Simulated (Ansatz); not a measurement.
NbAs in space group I4_1md (No. 109; Nb on 4a, As on 4a) under volume change, the program Ansatz at the r²SCAN level (PAW), shape and atoms relaxed at each volume.

| V (Å³/atom) | E − E(relaxed) (meV/atom) | P (GPa) |
|---|---|---|
| 16.003 | 88.9 | 19.52 |
| 16.530 | 37.3 | 11.97 |
| 17.058 | 8.8 | 5.51 |
| 17.586 | 0.0 | 0.00 |
| 18.113 | 8.0 | -4.70 |
| 18.641 | 30.2 | -8.71 |
| 19.168 | 64.7 | -12.12 |

### Question
What does a third-order Birch–Murnaghan fit give for V₀, B₀ and B′?

### Answer
V₀ = 17.59 Å³/atom, B₀ = 169 GPa, B′ = 4.3.

Symmetry was held in the r²SCAN relaxation. The run is not spin-polarised.

Potentials: the later of the program's two PAW sets.
